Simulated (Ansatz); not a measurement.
The calculation used DFT PBE, scalar-relativistic, plane waves, PAW in Ansatz. Settings: cutoff 420 eV, Γ-centred meshes spaced at most about 0.3 Å⁻¹, and about 0.25 Å⁻¹ or finer for metals (2π included), Gaussian smearing. No spin polarisation in the final relaxations.

Formation energies are uncorrected and refer to the elements' standard structures at the same level (N₂ as a molecule).

A relaxed structure of Hf2AlN3 has 13.56 Å³/atom, −1.24 eV/atom against the elements, no gap on its mesh:

```cif
data_structure
_symmetry_space_group_name_H-M 'P3m1'
_symmetry_Int_Tables_number 156
_cell_length_a 3.3643
_cell_length_b 3.3643
_cell_length_c 8.2999
_cell_angle_alpha 90.000
_cell_angle_beta 90.000
_cell_angle_gamma 120.000
_cell_volume 81.36
loop_
_atom_site_label
_atom_site_type_symbol
_atom_site_symmetry_multiplicity
_atom_site_Wyckoff_symbol
_atom_site_fract_x
_atom_site_fract_y
_atom_site_fract_z
_atom_site_occupancy
Hf1 Hf 1 b 0.33333 0.66667 0.98821 1
Hf2 Hf 1 c 0.66667 0.33333 0.33772 1
Al1 Al 1 a 0.00000 0.00000 0.67325 1
N1 N 1 b 0.33333 0.66667 0.72816 1
N2 N 1 a 0.00000 0.00000 0.43887 1
N3 N 1 c 0.66667 0.33333 0.08379 1
```

Problem. Ta takes the place of Hf on the same sites, and the cell is relaxed. What changes?

Solution. Ta2AlN3 has a = 3.203 Å, c = 8.420 Å: 12.47 Å³/atom, −0.83 eV/atom against the elements, no gap on its mesh. The volume per atom changes by -8.0 % and the formation energy by +0.40 eV/atom (from unrounded values). Covalent radii: Hf 1.75 Å, Ta 1.70 Å; electronegativities 1.30 and 1.50. The cell follows the size of the atom. Ta on its first site has 4 N at 1.97–2.08 Å; Ta on its second site is surrounded by 4 N at 2.09–2.10 Å and 3 Al at 3.16 Å; around Al lie 4 N at 1.91–1.96 Å and 3 Ta at 3.16 Å; N on its first site has 1 Al at 1.96 Å and 3 Ta at 2.08 Å; 2 more sites not described.

```xyz
6
Lattice="3.2032 0.0000 0.0000 -1.6016 2.7741 0.0000 0.0000 0.0000 8.4196" Properties=species:S:1:pos:R:3 pbc="T T T"
Ta    0.0000    0.0000    0.0347
Ta    1.6016    0.9247    2.9811
Al    0.0000    1.8494    5.5450
N     0.0000    1.8494    7.5061
N     1.6016    0.9247    5.0859
N     0.0000    0.0000    2.0012
```

The two cells were relaxed from separate starts that ended on the same group and sites; neither need be the stable form of its compound. Spin–orbit coupling, which can matter for Hf and Ta, is left out. Cells relaxed within their symmetry can be saddle points.
